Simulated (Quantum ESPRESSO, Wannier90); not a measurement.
Wannier functions of Li₂S (anti-fluorite)

```xyz
3
Lattice="0.0000 2.8352 2.8352 2.8352 0.0000 2.8352 2.8352 2.8352 0.0000" Properties=species:S:1:pos:R:3 pbc="T T T"
Li    -1.4176    -1.4176    -1.4176
Li     1.4176     1.4176     1.4176
S      0.0000     0.0000     0.0000
```

Structure: Materials Project mp-1153, symmetrised, not relaxed again. COD (Crystallography Open Database) has an entry of this formula and space group (matched by these alone). Computed values, not measurements, from PBEsol: Quantum ESPRESSO (norm-conserving PseudoDojo potentials, cutoff 60 Ry, no spin polarisation, no spin-orbit coupling) on a Γ-centred 8×8×8 mesh, then Wannier90. Density: 10×10×10 mesh, cold smearing 0.01 Ry.

Functional, cutoff and mesh named above are those of the base row (PBEsol); the first column says what each row takes instead. Model: 4 functions from bands 3-6, start SCDM (isolated) (the valence bands). Energies are relative to the valence-band maximum; the misfit is to pw.x on a path, for all bands of the set. The functional changes, each with its own PseudoDojo files and their cutoffs, on the same cell. Ω_total can sit in another minimum from row to row; Ω_I of an isolated set cannot.

```tsv
functional	Ω_I (Å²)	Ω_total (Å²)	rms misfit (meV)	gap (eV)	bottom of band 3 (eV)
LDA	4.76	5.84	0.4	3.16	-11.03
PBE	4.66	5.73	0.4	3.38	-11.06
PBEsol	4.72	5.80	0.4	3.21	-11.06
```
